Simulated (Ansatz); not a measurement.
Cs (fcc type), DFT, LDA, norm-conserving pseudopotentials, Ansatz's default files, scalar-relativistic (Ansatz 0.2.0), on 1 thread of Arm Neoverse V1 (shared host).

Command: `ansatz run input.yaml --threads 1 --pin off --max-ram 2048MiB --backend cpu --events-out ev --progress --plain --runs-dir out`

```yaml
crystal:
  lattice:
    - [0.0, 3.6337111148, 3.6337111148]
    - [3.6337111148, 0.0, 3.6337111148]
    - [3.6337111148, 3.6337111148, 0.0]
  atoms:
    - { symbol: Cs, position: [0.0, 0.0, 0.0] }
kpoints:
  mp_grid: { grid: [10, 10, 10] }
scf:
  occupations: { method: fermi_dirac, width: 0.1 }
hamiltonian:
  xc: lda
  pseudopotentials: { kind: nc }
output:
  forces: true
  stress: true
  eigenvalues: true
```

Task: How large is the problem that the program sets up?

Result: 47 irreducible k-points, 3695 plane waves at Γ, 9 bands.

Task: About how long does it take?

Result: 4.5 s of wall time for 7 SCF iterations. Times on shared machines scatter by tens of per cent.
